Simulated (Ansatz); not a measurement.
Input:

CeO₂:
```
CELL_PARAMETERS angstrom
      0.00000     2.69929     2.69929
      2.69929     0.00000     2.69929
      2.69929     2.69929     0.00000
ATOMIC_POSITIONS crystal
  Ce 0.00000 0.00000 0.00000
  O  0.25000 0.25000 0.25000
  O  0.75000 0.75000 0.75000
```

This is the PBEsol-relaxed structure.

Q: All from plane-wave PAW PBEsol (Ansatz code), unless another level is named. Give the formation energy from the elements (no fitted shifts).

A: -3.45 eV/atom.

Q: Next, the gap with spin–orbit coupling?

A: 1.88 eV.

Q: Next, the conduction-band minimum?

A: at L (4 equivalent valleys).

Space group Fm-3m (fluorite). Symmetry was held in the PBEsol relaxation. The run is not spin-polarised. The 4f shell is in the valence. No Hubbard U is applied. The references are the lowest solids computed at this level, not always the standard phases (solids in place of the gases). Scalar-relativistic: spin–orbit coupling is off unless named, which matters more the heavier the elements.

Potentials: the earlier of the program's two PAW sets. The files were generated under PBE; for other functionals the program regenerates the frozen cores, and for LDA and PBEsol the local potential too.
